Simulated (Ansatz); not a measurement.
## Computed properties of HPbBrO

HPbBrO:
```
HPbBrO
1.0
    7.40396     0.00000     0.00000
    0.00000     4.09267     0.00000
    0.00000     0.00000    10.01052
H Pb Br O
4 4 4 4
Direct
  0.30011   0.25000   0.61666
  0.69989   0.75000   0.38334
  0.19989   0.75000   0.11666
  0.80011   0.25000   0.88334
  0.19653   0.25000   0.91711
  0.80347   0.75000   0.08289
  0.30347   0.75000   0.41711
  0.69653   0.25000   0.58289
  0.05594   0.75000   0.68073
  0.94406   0.25000   0.31927
  0.44406   0.25000   0.18073
  0.55594   0.75000   0.81927
  0.37853   0.25000   0.53945
  0.62147   0.75000   0.46055
  0.12147   0.75000   0.03945
  0.87853   0.25000   0.96055
```

Space group Pnma (No. 62); conventional cell a = 7.4040 Å, b = 4.0927 Å, c = 10.0105 Å, α = β = γ = 90.00°.

Method: DFT-r²SCAN+D4 in the program Ansatz with PAW potentials. Structure relaxed to zero pressure with the same functional. Other levels are named where they apply.

Cell and energy:

- Volume per atom = 18.96 Å³
- Density = 6.66 g/cm³
- Formation energy from the elements (no fitted shifts) = -1.18 eV/atom

Electronic structure:

- Band gap: 3.61 eV (indirect)
- Valence-band maximum: on the Γ–X line, 27 % of the way from Γ (k = 0.135, 0.000, 0.000 in fractions of the reciprocal vectors)
- Conduction-band minimum: on the Γ–X line, 66 % of the way from Γ (k = 0.328, 0.000, 0.000 in fractions of the reciprocal vectors) (2 equivalent valleys)
- Smallest direct gap on the standard path: 3.65 eV
- Electron effective mass: 0.41, 0.70, 3.5 mₑ (principal values)
- Electron effective mass with spin–orbit coupling: 0.49, 0.92, 3.7 mₑ (principal values)
- Hole effective mass: 0.93, 1.3, 2.7 mₑ (principal values)
- Hole effective mass with spin–orbit coupling: 0.95, 1.2, 2.5 mₑ (principal values)
- HSE06 gap on the r²SCAN+D4 cell: 4.11 eV
- Gap with spin–orbit coupling: 3.24 eV

Mechanics:

- Bulk modulus (Birch–Murnaghan fit): 28.9 GPa
- Pressure derivative B′: 6.5
- Elastic constants (relaxed ions, GPa): C11 = 50.4, C22 = 59.0, C33 = 47.0, C12 = 26.0, C13 = 22.1, C23 = 21.6, C44 = 10.5, C55 = 12.3, C66 = 14.2
- Mechanical stability: stable (all eigenvalues of C positive)
- Hill bulk and shear moduli: 32.7 and 13.0 GPa
- Young's modulus: 34.5 GPa
- Poisson's ratio: 0.32
- Debye temperature from the elastic constants: 175 K

Dielectric response:

Electronic dielectric constant ε∞ (DFPT): 4.54 (xx), 4.80 (yy), 4.80 (zz)
Static dielectric constant ε0 (ions relaxed, cell fixed): 15.0 (xx), 32.3 (yy), 19.3 (zz)
Born charges (a third of the trace): H +0.39, Pb +3.41, Br -1.75, O -2.05 e

Phonons:

- Highest zone-centre frequency (without LO–TO term): 112.08 THz
- Zone-centre stability: no imaginary mode at Γ

Charges:

* **Bader charges**: H +0.57, Pb +1.36, Br -0.69, O -1.24 e

The first step of the workflow began from a Materials Project structure, measured or hypothetical; the Crystallography Open Database copy checked does not list it. Whether it is the stable phase at ambient conditions was not checked. Symmetry was held in the r²SCAN+D4 relaxation. The references are the lowest solids computed at this level, not always the standard phases (solids in place of the gases). Scalar-relativistic: spin–orbit coupling is off unless named, which matters more the heavier the elements.

Potentials: the later of the program's two PAW sets.
